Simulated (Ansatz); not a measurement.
# Ta$_{3}$N (P-3m1), two-dimensional strain map

The calculation used DFT PBEsol, scalar-relativistic, plane waves, PAW in Ansatz 0.2.0. Settings: plane waves to 420 eV, k-mesh 18×18×8 (Γ-centred), Gaussian smearing 0.15 eV. Spin–orbit coupling is left out, which can shift energies with elements as heavy as these. No spin polarisation. Energies are free energies at this smearing, counted from the undisturbed cell; pressure is positive in compression.

The undisturbed cell (relaxed at this level; it needn't be the usual structure):

```
CELL_PARAMETERS angstrom
3.00050 0.00000 0.00000
-1.50025 2.59851 0.00000
0.00000 0.00000 7.44993
ATOMIC_POSITIONS crystal
Ta 0.00000 0.00000 0.50000
Ta 0.33333 0.66667 0.17259
Ta 0.66667 0.33333 0.82741
N 0.00000 0.00000 0.00000
```

The cell is strained by p along both x and y and by q along z, fractional coordinates fixed. Points are written (p, q).

Energy above the undisturbed cell in meV/atom (a dash: not computed):

| p \ q | -0.080 | -0.040 | 0.000 | 0.040 | 0.080 |
| --- | --- | --- | --- | --- | --- |
| -0.080 | 894.8 | 603.9 | 408.7 | ? | ? |
| -0.040 | 378.5 | 196.5 | 91.0 | 51.1 | 65.6 |
| 0.000 | 120.4 | 27.9 | 0.0 | 23.7 | 90.4 |
| 0.040 | 63.8 | ? | 75.0 | 153.0 | ? |
| 0.080 | 155.9 | 192.2 | 274.1 | 394.1 | 542.8 |

Q: Fill in the withheld energies.

A: (-0.080, 0.040): 295.3; (-0.080, 0.080): 250.7; (0.040, -0.040): 41.7; (0.040, 0.080): 264.5.